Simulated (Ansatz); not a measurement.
Calculation for CsCl AlRu (110), 2 layers: DFT, PBE, all-electron LAPW, scalar-relativistic (Ansatz 0.2.0).

The slab is cut from a bulk crystal relaxed on PAW files (its atoms may have been relaxed since), whose type needn't be the stable one.

Command: `ansatz run input.yaml --threads 1 --pin off --max-ram 3584MiB --backend cpu --events-out ev --progress --plain --runs-dir out` It took 70 s on 1 thread of Intel(R) Xeon(R) 6975P-C (Granite Rapids), with other jobs on the host, peak memory 0.7 GiB.

```yaml
crystal:
  lattice:
    - [3.0043569641, 0.0, 0.0]
    - [0.0, 4.2488023649, 0.0]
    - [0.0, 0.0, 18.1244]
  atoms:
    - { symbol: Ru, position: [0.75, 0.0, 0.4413938894] }
    - { symbol: Al, position: [0.25, 0.5, 0.4413938894] }
    - { symbol: Ru, position: [0.75, 0.5, 0.5586061106] }
    - { symbol: Al, position: [0.25, 0.0, 0.5586061106] }
kpoints:
  mp_grid: { grid: [12, 9, 1] }
scf:
  occupations: { method: fermi_dirac, width: 0.1 }
hamiltonian:
  xc: pbe
  pseudopotentials: { kind: all_electron, lapw: { basis_error: 0.001 } }
output:
  forces: true
  stress: true
  eigenvalues: true
  populations: true
  dos: { projected: true, de: 0.2, e_range: [-14, 8] }
efield:
  axis: 3
  amplitude: 0
  dipole_correction: true
```

Output:

```
Ru: projections on atomic orbitals take those of the free atom 1s2 2s2 2p6 3s2 3p6 3d10 4s2 4p6 4d7 5s1, of charge +0.00 (hamiltonian.pseudopotentials.projection_atoms)
Al: projections on atomic orbitals take those of the free atom 1s2 2s2 2p6 3s2 3p1, of charge +0.00 (hamiltonian.pseudopotentials.projection_atoms)
LAPW: plane waves up to 7.908 Å⁻¹, error target 1.0e-3 eV per atom; small_component_spin mean_spin; Al in spheres of 1.173 Å, 11 of its electrons in bands, Dirac shells []; Ru in spheres of 1.429 Å, 26 of its electrons in bands, Dirac shells [] (how accurate: hamiltonian.pseudopotentials.lapw.basis_error, Limitations)
Engine: ansatz 0.2.0
Pseudopotentials: kind: all_electron
Pseudopotential: Ru, LAPW, valence charge 26, lapw/all_electron/scalar/gaussian/Ru, Koelling and Harmon's equation, gaussian nucleus
Pseudopotential: Al, LAPW, valence charge 11, lapw/all_electron/scalar/gaussian/Al, Koelling and Harmon's equation, gaussian nucleus
Functional definition: PBE
  parameter kappa = 0.804
  parameter beta = 0.06672455060314922
  exchange = pbe_x(kappa = kappa, mu = beta*pi^2/3)
  correlation = pbe_c(beta = beta)
Crystal: 4 atoms, lattice volume = 231.356 Å³
Basis set: ecut = 238.23815998169746 eV, 1953 PW (Γ), exchange–correlation at level 2
Bands: 45, of which v1, the nominal top of the filled ones, is band 37 counted from 1 (36 counted from 0)
Symmetry: 4 space group operations
k-points: 35 of 108
Non-local potential: Ru, projectors of the file, none
Non-local potential: Al, projectors of the file, none
Initial density: superposition of atomic densities (neutral atoms: chi_scale 0, normalization atom)
Initial wavefunctions: plane waves of lowest kinetic energy (no species holds an atomic orbital)
Functional: x = pbe(κ = 0.804, μ = 0.2195149727645171), c = pbe(β = 0.06672455060314922)
iter 1 solved again at ethr=8.14e-3 eV; its pass at ethr=1.00e-1 eV (dr2=6.02e0 eV) is discarded
SCF iter   1: F=—  HF=-259806.320952 eV  |F-HF|=—  |Δ(HF+E_count)|=         —  Δρ=2.44e-2  dr2=6.05e0  ethr=8.14e-3  p=0.000 e·Å  D=2.01e-14 V/Å  ΔV_dip=-0.00 eV  dr2_dipole=9.03e-11  V_vac-E_F(+/−)=6.90/6.90 eV  ⟨swp⟩=2.5  Hψ=9637  notcnv=0
efield: sawtooth ramp at fractional position 0.9500 (placed from the atoms, in the widest stretch of the axis that holds none; the zero of the levels goes with the place), width 0.1000; the density the first Hamiltonian is built on has a dipole p = 0.000 e·Å; the dipole correction subtracts the counter field D = 4.98e-14 V/Å, which shifts the + side's vacuum level by -0.00 eV against the − side's; the planar-averaged density in the ramp window peaks in size at 4.5e-6 e/Å³
preconditioner: auto → LDOS  [metal: Δε(μ)=0.006 eV  Ē_g=6.660 eV  σ=0.100 eV  W_gap=0.02  n_scr=40 (ndim 8)  ℏωp=11.5 eV  f_vac=0.657  D(μ)=4.78/eV (n_scr^D=24)  β→1.0]
SCF iter   2: F=—  HF=-259806.089325 eV  |F-HF|=—  |Δ(HF+E_count)|=   2.32e-1  Δρ=2.59e-2  dr2=4.97e0  ethr=8.14e-3  p=0.000 e·Å  D=1.06e-6 V/Å  ΔV_dip=-0.00 eV  dr2_dipole=4.01e-10  V_vac-E_F(+/−)=4.83/4.83 eV  ⟨swp⟩=3.6  Hψ=5055  notcnv=0
iter 3 solved again at ethr=9.19e-5 eV; its pass at ethr=6.72e-3 eV (dr2=6.80e-2 eV) is discarded
SCF iter   3: F=—  HF=-259804.292736 eV  |F-HF|=—  |Δ(HF+E_count)|=    1.80e0  Δρ=3.55e-3  dr2=6.84e-2  ethr=9.19e-5  p=0.000 e·Å  D=1.41e-7 V/Å  ΔV_dip=-0.00 eV  dr2_dipole=3.79e-11  V_vac-E_F(+/−)=5.28/5.28 eV  ⟨swp⟩=2.3  Hψ=8177  notcnv=0
SCF iter   4: F=—  HF=-259804.295333 eV  |F-HF|=—  |Δ(HF+E_count)|=         —  Δρ=1.22e-3  dr2=5.85e-3  ethr=9.19e-5  p=-0.000 e·Å  D=-1.77e-7 V/Å  ΔV_dip=0.00 eV  dr2_dipole=1.13e-12  V_vac-E_F(+/−)=4.86/4.86 eV  ⟨swp⟩=3.0  Hψ=5055  notcnv=0
the basis was enlarged: its passes take 984.3 KiB over the memory plan, 1 of 1 planned eigensolver slots
SCF iter   5: F=—  HF=-259804.294780 eV  |F-HF|=—  |Δ(HF+E_count)|=   5.53e-4  Δρ=3.64e-4  dr2=6.00e-4  ethr=7.90e-6  p=-0.000 e·Å  D=-5.09e-8 V/Å  ΔV_dip=0.00 eV  dr2_dipole=1.12e-12  V_vac-E_F(+/−)=4.77/4.77 eV  ⟨swp⟩=3.0  Hψ=4923  notcnv=0
SCF iter   6: F=—  HF=-259804.294881 eV  |F-HF|=—  |Δ(HF+E_count)|=   1.01e-4  Δρ=1.00e-4  dr2=5.84e-5  ethr=8.11e-7  p=-0.000 e·Å  D=-1.94e-8 V/Å  ΔV_dip=0.00 eV  dr2_dipole=1.35e-14  V_vac-E_F(+/−)=4.73/4.73 eV  ⟨swp⟩=3.0  Hψ=4879  notcnv=0
SCF iter   7: F=—  HF=-259804.294897 eV  |F-HF|=—  |Δ(HF+E_count)|=   1.57e-5  Δρ=3.40e-5  dr2=6.83e-6  ethr=7.89e-8  p=0.000 e·Å  D=4.14e-9 V/Å  ΔV_dip=-0.00 eV  dr2_dipole=1.89e-15  V_vac-E_F(+/−)=4.72/4.72 eV  ⟨swp⟩=3.0  Hψ=4929  notcnv=0
SCF iter   8: F=—  HF=-259804.294900 eV  |F-HF|=—  |Δ(HF+E_count)|=   3.18e-6  Δρ=1.14e-5  dr2=2.85e-7  ethr=9.22e-9  p=-0.000 e·Å  D=-1.26e-9 V/Å  ΔV_dip=0.00 eV  dr2_dipole=3.50e-15  V_vac-E_F(+/−)=4.71/4.71 eV  ⟨swp⟩=3.0  Hψ=4945  notcnv=0
SCF iter   9: F=-259804.294900 eV  HF=-259804.294900 eV  |F-HF|=2.90e-8  |Δ(HF+E_count)|=   3.96e-8  Δρ=2.85e-6  dr2=1.60e-8  ethr=3.85e-10  p=0.000 e·Å  D=1.13e-9 V/Å  ΔV_dip=-0.00 eV  dr2_dipole=1.17e-18  V_vac-E_F(+/−)=4.71/4.71 eV  ⟨swp⟩=3.0  Hψ=4642  notcnv=0
SCF 1 converged in 9 iterations: F = -259804.294900 eV  dr2 = 1.60e-8
SCF converged after 9 iterations
Free energy (F): -259804.294900 eV
Harris-Foulkes:  -259804.294900 eV  (|F-HF|=2.90e-8)
Internal energy: -259804.106708 eV  (E = F + TS)
E sigma→0 (E₀):  -259804.200804 eV
Entropy (-TS):   -0.188191 eV (-47.048 meV/atom)
Fermi energy:    0.780864 eV
Dipole field:    D = 0.000000 V/Å  (p = 0.000000 e·Å, saw-weighted, corrected)
Work function:   Φ+ = 4.7134 eV   Φ− = 4.7134 eV
Levels:          The Fermi level and band energies are counted from a zero that moves with the ramp; work functions are not
--- Per-component energies (eV) ---
  E_band       = -7332.363619
  E_kinetic    = 269652.818379
  E_xc         = -8295.934998
  E_efield     = 0.000000  (sawtooth field / dipole correction)
  E_electrostatic = -521160.990089  (all electrons and nuclei)
  E_smearing   = -0.188191  (= −TS)
  E_closure    = 0.000000  (closes the sum)
  E_atoms      = -259779.453627  (free atoms, spherical and without spin; not in F)
  Σ components = -259804.294900   (vs F -259804.294900, Δ=0.00e0)
  Basis errors (estimates in eV, not in F): energy 3.9e-4 per atom: plane waves 3.6e-4 (2.1e-4 summed), levels above the bands 6.4e-28, relativity 2.9e-8, radial functions 3.5e-5, core shells 1.4e-7; eigenvalues (radial functions only) 2.6e-6; not estimated: angular momenta, meshes, grids; target (lapw.basis_error) 1.0e-3; muffin-tin radii Al 1.173 Å, Ru 1.429 Å
--- Forces (eV/Å), atoms counted from 1 ---
  atom   1  Ru     0.00000000     0.00000000     0.33082831
  atom   2  Al     0.00000000     0.00000000     0.09382064
  atom   3  Ru     0.00000000    -0.00000000    -0.33082831
  atom   4  Al     0.00000000    -0.00000000    -0.09382068
  max |Σ_I F_I| component: 3.75e-8 eV/Å
--- Stress (GPa, compression-positive) ---
       -3.374624       0.000000      -0.000000
        0.000000      -3.462215      -0.000000
       -0.000000      -0.000000      -0.623967
  P = ⅓ Tr σ = -2.4869 GPa (-24.869 kbar)
--- Band table (eV; the first three rows and the last of 35) ---
  k-point 0: bands = ["-267.8179", "-267.8179", "-267.7780", "-267.7780", "-267.7537", "-267.7537", "-267.7320", "-267.7320", "-267.6963", "-267.6963", "-101.7042", "-101.7037", "-70.9889", "-70.9744", "-63.2009", "-63.1978", "-63.1596", "-63.1590", "-63.1444", "-63.1413", "-41.0751", "-41.0077", "-40.9882", "-40.9855", "-40.9686", "-40.9207", "-7.5224", "-5.1478", "-2.2758", "-2.2180", "-2.0360", "-0.3636", "-0.1598", "0.0191", "0.1598", "0.4513", "0.5578", "0.6847", "0.8928", "1.3993", "4.8807", "5.0684", "5.1679", "6.2683", "6.3759"]
  k-point 1: bands = ["-267.8179", "-267.8179", "-267.7780", "-267.7780", "-267.7537", "-267.7537", "-267.7320", "-267.7320", "-267.6963", "-267.6963", "-101.7042", "-101.7038", "-70.9884", "-70.9748", "-63.2008", "-63.1979", "-63.1596", "-63.1590", "-63.1442", "-63.1414", "-41.0748", "-41.0181", "-40.9850", "-40.9782", "-40.9691", "-40.9216", "-7.4076", "-5.0436", "-2.6015", "-2.1987", "-1.8432", "-0.4246", "-0.3210", "-0.0168", "0.1165", "0.2692", "0.7120", "0.9156", "0.9618", "1.1530", "4.3053", "5.1593", "5.2878", "6.5222", "6.6923"]
  k-point 2: bands = ["-267.8179", "-267.8179", "-267.7780", "-267.7780", "-267.7537", "-267.7537", "-267.7320", "-267.7320", "-267.6963", "-267.6963", "-101.7041", "-101.7038", "-70.9872", "-70.9761", "-63.2005", "-63.1982", "-63.1595", "-63.1591", "-63.1438", "-63.1415", "-41.0735", "-41.0337", "-40.9836", "-40.9707", "-40.9641", "-40.9243", "-7.0700", "-4.7634", "-3.1317", "-2.1671", "-1.7016", "-0.8834", "-0.2776", "-0.0959", "0.0155", "0.0523", "0.7767", "0.8126", "0.9590", "1.4340", "3.5257", "5.4172", "5.5975", "6.3614", "6.8343"]
  k-point 34: bands = ["-267.8179", "-267.8179", "-267.7780", "-267.7780", "-267.7537", "-267.7537", "-267.7320", "-267.7320", "-267.6963", "-267.6963", "-101.7036", "-101.7035", "-70.9686", "-70.9661", "-63.1992", "-63.1987", "-63.1658", "-63.1657", "-63.1425", "-63.1420", "-41.1645", "-41.1605", "-41.0453", "-41.0374", "-40.9232", "-40.9154", "-4.4837", "-4.3285", "-2.0691", "-1.7367", "-1.1776", "-1.0361", "-0.9595", "-0.4370", "0.2255", "0.7174", "0.8679", "1.1522", "2.0547", "2.3129", "4.2725", "4.3525", "5.5249", "5.9207", "7.9390"]
--- Löwdin populations: 4 sites ---
  site symbol       q [e]
     0     Ru     43.9575
     1     Al     12.9306
     2     Ru     43.9575
     3     Al     12.9306
  spilling = 0.001963 (of n_electrons = 114.000000)
```

populations.tsv:

```
# site	symbol	l	j	q
# orbitals = lowdin
# n_electrons = 114.000000
# spilling = 0.001963
# projection_atom_Ru: 1s2 2s2 2p6 3s2 3p6 3d10 4s2 4p6 4d7 5s1
# projection_atom_Al: 1s2 2s2 2p6 3s2 3p1
0	Ru	0_1S	-	1.999994
0	Ru	0_2S	-	1.999741
0	Ru	0_3S	-	1.995755
0	Ru	0_4S	-	1.935691
0	Ru	0_5S	-	0.484340
0	Ru	1_2P	-	5.999999
0	Ru	1_3P	-	5.999850
0	Ru	1_4P	-	5.979557
0	Ru	2_3D	-	9.999982
0	Ru	2_4D	-	7.562555
1	Al	0_1S	-	1.999838
1	Al	0_2S	-	1.985562
1	Al	0_3S	-	1.014540
1	Al	1_2P	-	5.996018
1	Al	1_3P	-	1.934661
2	Ru	0_1S	-	1.999994
2	Ru	0_2S	-	1.999741
2	Ru	0_3S	-	1.995755
2	Ru	0_4S	-	1.935691
2	Ru	0_5S	-	0.484340
2	Ru	1_2P	-	5.999999
2	Ru	1_3P	-	5.999850
2	Ru	1_4P	-	5.979557
2	Ru	2_3D	-	9.999982
2	Ru	2_4D	-	7.562555
3	Al	0_1S	-	1.999838
3	Al	0_2S	-	1.985562
3	Al	0_3S	-	1.014540
3	Al	1_2P	-	5.996018
3	Al	1_3P	-	1.934661
```

Next run (atoms relaxed), as changes to the input before:

```diff
   atoms:
-    - { symbol: Ru, position: [0.75, 0.0, 0.4413938894] }
-    - { symbol: Al, position: [0.25, 0.5, 0.4413938894] }
-    - { symbol: Ru, position: [0.75, 0.5, 0.5586061106] }
-    - { symbol: Al, position: [0.25, 0.0, 0.5586061106] }
+    - { symbol: Ru, position: [0.75, 0.0, 0.4433292536] }
+    - { symbol: Al, position: [0.25, 0.5, 0.440963016] }
+    - { symbol: Ru, position: [0.75, 0.5, 0.5566707529] }
+    - { symbol: Al, position: [0.25, 0.0, 0.5590369775] }
 kpoints:
   eigenvalues: true
-  populations: true
-  dos: { projected: true, de: 0.2, e_range: [-14, 8] }
+relax:
+  f_tol: 0.01
+  max_steps: 12
 efield:
```

Command: `ansatz run input.yaml --threads 1 --pin off --max-ram 3584MiB --backend cpu --events-out ev --progress --plain --runs-dir out` It took 96 s on 1 thread of Intel(R) Xeon(R) 6975P-C (Granite Rapids), on a shared host, peak memory 0.76 GiB.

Results part of the output:

```
SCF converged after 2 iterations
Free energy (F): -259804.305707 eV
Harris-Foulkes:  -259804.305707 eV  (|F-HF|=4.57e-8)
Internal energy: -259804.112968 eV  (E = F + TS)
E sigma→0 (E₀):  -259804.209337 eV
Entropy (-TS):   -0.192739 eV (-48.185 meV/atom)
Fermi energy:    0.792498 eV
Dipole field:    D = -0.000000 V/Å  (p = -0.000000 e·Å, saw-weighted, corrected)
Work function:   Φ+ = 4.7001 eV   Φ− = 4.7001 eV
Levels:          The Fermi level and band energies are counted from a zero that moves with the ramp; work functions are not
--- Per-component energies (eV) ---
  E_band       = -7332.338827
  E_kinetic    = 269654.402980
  E_xc         = -8296.266453
  E_efield     = 0.000000  (sawtooth field / dipole correction)
  E_electrostatic = -521162.249495  (all electrons and nuclei)
  E_smearing   = -0.192739  (= −TS)
  E_closure    = 0.000000  (closes the sum)
  E_atoms      = -259779.453627  (free atoms, spherical and without spin; not in F)
  Σ components = -259804.305707   (vs F -259804.305707, Δ=0.00e0)
[... lines left out ...]
  atom   3  Ru     0.00000000    -0.00000000    -0.00555378
  atom   4  Al     0.00000000    -0.00000000    -0.00310041
  max |Σ_I F_I| component: 9.84e-8 eV/Å
--- Stress (GPa, compression-positive) ---
       -3.238032       0.000000      -0.000000
        0.000000      -3.120647      -0.000000
       -0.000000      -0.000000      -0.011764
  P = ⅓ Tr σ = -2.1235 GPa (-21.235 kbar)
--- Band table (eV; the first three rows and the last of 35) ---
  k-point 0: bands = ["-267.8060", "-267.8060", "-267.7657", "-267.7657", "-267.7452", "-267.7452", "-267.7211", "-267.7211", "-267.6858", "-267.6858", "-101.6968", "-101.6964", "-70.9855", "-70.9674", "-63.1942", "-63.1913", "-63.1510", "-63.1505", "-63.1366", "-63.1337", "-41.0677", "-41.0204", "-40.9897", "-40.9692", "-40.9691", "-40.9134", "-7.5361", "-5.1734", "-2.2947", "-2.2741", "-2.0699", "-0.4114", "-0.0371", "0.0070", "0.1225", "0.4200", "0.5328", "0.7158", "0.8715", "1.3472", "5.0754", "5.0779", "5.1589", "6.3595", "6.3998"]
  k-point 1: bands = ["-267.8060", "-267.8060", "-267.7657", "-267.7657", "-267.7452", "-267.7452", "-267.7211", "-267.7211", "-267.6858", "-267.6858", "-101.6968", "-101.6964", "-70.9850", "-70.9680", "-63.1942", "-63.1914", "-63.1510", "-63.1505", "-63.1365", "-63.1338", "-41.0679", "-41.0266", "-40.9891", "-40.9699", "-40.9632", "-40.9140", "-7.4208", "-5.0706", "-2.6151", "-2.2524", "-1.8757", "-0.3750", "-0.3501", "-0.0748", "0.0769", "0.3122", "0.7440", "0.8995", "0.9302", "1.1163", "4.4838", "5.1657", "5.2796", "6.5064", "6.8368"]
  k-point 2: bands = ["-267.8060", "-267.8060", "-267.7657", "-267.7657", "-267.7452", "-267.7452", "-267.7211", "-267.7211", "-267.6858", "-267.6858", "-101.6968", "-101.6964", "-70.9834", "-70.9696", "-63.1939", "-63.1917", "-63.1509", "-63.1505", "-63.1361", "-63.1339", "-41.0681", "-41.0390", "-40.9874", "-40.9717", "-40.9514", "-40.9158", "-7.0816", "-4.7932", "-3.1377", "-2.2145", "-1.7316", "-0.8751", "-0.3345", "-0.1569", "-0.0298", "0.1073", "0.7980", "0.8100", "0.9551", "1.3973", "3.7033", "5.4233", "5.5906", "6.3626", "6.8204"]
  k-point 34: bands = ["-267.8060", "-267.8060", "-267.7657", "-267.7657", "-267.7452", "-267.7452", "-267.7211", "-267.7211", "-267.6858", "-267.6858", "-101.6962", "-101.6961", "-70.9637", "-70.9606", "-63.1927", "-63.1922", "-63.1572", "-63.1572", "-63.1348", "-63.1343", "-41.1679", "-41.1631", "-41.0439", "-41.0382", "-40.9124", "-40.9052", "-4.5308", "-4.3860", "-2.0694", "-1.7296", "-1.1439", "-1.1287", "-0.9315", "-0.5517", "0.2749", "0.7267", "0.8716", "1.1740", "2.1114", "2.3727", "4.1866", "4.2478", "5.5160", "5.9296", "7.9743"]
--- Relaxed structure (2 steps of the walk, 2 accepted, 0 SCFs on fresh bases) ---
  F+E_penalty+E_count = -259804.30570657 eV   max|allowed force component| = 5.554e-3 eV/Å
  atoms:
    - { symbol: Ru, position: [0.7500000000000001, 0.0, 0.4433292536] }
    - { symbol: Al, position: [0.25, 0.49999999999999994, 0.440963016] }
    - { symbol: Ru, position: [0.7500000000000001, 0.49999999999999994, 0.5566707529] }
    - { symbol: Al, position: [0.25, 0.0, 0.5590369775] }
```

Next run (no images along the normal), as changes to the input before:

```diff
+  periodic: [true, true, false]
 kpoints:
   eigenvalues: true
-relax:
-  f_tol: 0.01
-  max_steps: 12
-efield:
-  axis: 3
-  amplitude: 0
-  dipole_correction: true
```

Command: `ansatz run input.yaml --threads 1 --pin off --max-ram 3584MiB --backend cpu --events-out ev --progress --plain --runs-dir out` It took 61 s on 1 thread of Intel(R) Xeon(R) 6975P-C (Granite Rapids) (shared host), peak memory 0.98 GiB.

Results part of the output:

```
Warning: crystal.periodic: the lattice vector that does not repeat stood 0.000° off the slab's normal, 18.124 Å along it as the deck builds it. The run solves the slab on a vector along the normal, 28.080 Å long, with every atom where it was (on the deck's vector they left 15.98 Å outside them, and the widest stretch free of ions among them is 2.05 Å). A fractional position that the run reports is
SCF 1 converged in 9 iterations: F = -259804.305800 eV  dr2 = 4.43e-8
SCF converged after 9 iterations
Free energy (F): -259804.305800 eV
Harris-Foulkes:  -259804.305799 eV  (|F-HF|=4.66e-8)
Internal energy: -259804.113055 eV  (E = F + TS)
E sigma→0 (E₀):  -259804.209427 eV
Entropy (-TS):   -0.192745 eV (-48.186 meV/atom)
Fermi energy:    -4.700103 eV
--- Per-component energies (eV) ---
  E_band       = -7738.789749
  E_kinetic    = 269654.398859
  E_xc         = -8296.266381
  E_electrostatic = -521162.245533  (all electrons and nuclei)
  E_smearing   = -0.192745  (= −TS)
  E_closure    = 0.000000  (closes the sum)
  E_atoms      = -259779.453627  (free atoms, spherical and without spin; not in F)
[... lines left out ...]
--- Forces (eV/Å), atoms counted from 1 ---
  atom   1  Ru     0.00000000     0.00000000     0.00541642
  atom   2  Al     0.00000000     0.00000000     0.00297043
  atom   3  Ru     0.00000000     0.00000000    -0.00541642
  atom   4  Al     0.00000000     0.00000000    -0.00297043
  max |Σ_I F_I| component: 4.34e-19 eV/Å
--- 2D stress c σ (N/m, compression-positive) ---
       -5.868015       0.000000       0.000000
        0.000000      -5.654730       0.000000
        0.000000       0.000000       0.000000
  P = ½ c Tr σ = -5.7614 N/m
--- Band table (eV; the first three rows and the last of 35) ---
  k-point 0: bands = ["-273.2985", "-273.2985", "-273.2582", "-273.2582", "-273.2376", "-273.2376", "-273.2135", "-273.2135", "-273.1782", "-273.1782", "-107.1896", "-107.1891", "-76.4781", "-76.4600", "-68.6869", "-68.6839", "-68.6438", "-68.6432", "-68.6295", "-68.6266", "-46.5603", "-46.5129", "-46.4823", "-46.4618", "-46.4617", "-46.4059", "-13.0287", "-10.6660", "-7.7873", "-7.7666", "-7.5624", "-5.9041", "-5.5296", "-5.4855", "-5.3701", "-5.0726", "-4.9598", "-4.7767", "-4.6211", "-4.1454", "-0.4745", "-0.4146", "-0.2393", "0.6874", "0.8753"]
  k-point 1: bands = ["-273.2985", "-273.2985", "-273.2582", "-273.2582", "-273.2376", "-273.2376", "-273.2135", "-273.2135", "-273.1782", "-273.1782", "-107.1895", "-107.1892", "-76.4775", "-76.4605", "-68.6868", "-68.6840", "-68.6438", "-68.6433", "-68.6294", "-68.6267", "-46.5605", "-46.5191", "-46.4817", "-46.4625", "-46.4558", "-46.4065", "-12.9133", "-10.5632", "-8.1077", "-7.7450", "-7.3683", "-5.8677", "-5.8427", "-5.5674", "-5.4157", "-5.1804", "-4.7485", "-4.5931", "-4.5625", "-4.3763", "-1.0087", "-0.3825", "-0.1147", "0.8039", "1.0061"]
  k-point 2: bands = ["-273.2985", "-273.2985", "-273.2582", "-273.2582", "-273.2376", "-273.2376", "-273.2135", "-273.2135", "-273.1782", "-273.1782", "-107.1895", "-107.1892", "-76.4760", "-76.4622", "-68.6865", "-68.6843", "-68.6437", "-68.6433", "-68.6290", "-68.6268", "-46.5608", "-46.5315", "-46.4800", "-46.4643", "-46.4440", "-46.4083", "-12.5741", "-10.2858", "-8.6302", "-7.7070", "-7.2242", "-6.3677", "-5.8271", "-5.6495", "-5.5224", "-5.3852", "-4.6946", "-4.6825", "-4.5375", "-4.0953", "-1.7893", "-0.1181", "0.1972", "0.8530", "1.1167"]
  k-point 34: bands = ["-273.2985", "-273.2985", "-273.2582", "-273.2582", "-273.2376", "-273.2376", "-273.2135", "-273.2135", "-273.1782", "-273.1782", "-107.1890", "-107.1889", "-76.4563", "-76.4531", "-68.6853", "-68.6848", "-68.6500", "-68.6500", "-68.6277", "-68.6272", "-46.6606", "-46.6557", "-46.5365", "-46.5307", "-46.4050", "-46.3978", "-10.0234", "-9.8786", "-7.5619", "-7.2222", "-6.6364", "-6.6213", "-6.4241", "-6.0443", "-5.2177", "-4.7659", "-4.6210", "-4.3186", "-3.3812", "-3.1200", "-1.3060", "-1.2448", "0.0234", "0.4370", "2.4818"]
  the weakly bound empty levels are not read free of the cell's end (augmented_plane_waves)
```
